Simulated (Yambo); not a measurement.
G0W0@PBEsol for CaS (rock salt, space group Fm-3m, No. 225) in Yambo. Reference settings: 4×4×4 Γ-centred k mesh, 103 bands and a 10 Ry block in the screening, 103 bands in G with the Bruneval-Gonze terminator, plasmon pole fitted at 27.2 eV. The PBEsol gap Γ → X on this mesh is 2.16 eV; G0W0 gaps are taken between the same points.

The settings were changed. The gap went from 4.13 eV to 4.11 eV, and the shift of the valence edge from -1.18 eV to -0.93 eV.

Problem. What was changed between the two runs?
A. 44 bands in W
B. no terminator
C. 36 bands in G
D. 36 bands in W, 36 bands in G

Solution. D, 36 bands in W, 36 bands in G. The others gave (gap, valence shift): 44 bands in W: 4.12, -1.01 eV; no terminator: 4.13, -1.09 eV; 36 bands in G: 4.12, -1.15 eV.

Geometry relaxed with PBEsol; primitive cell a = b = c = 3.982 Å, α = β = γ = 60.00°.

A shift is the quasiparticle energy of the state minus its PBEsol energy.
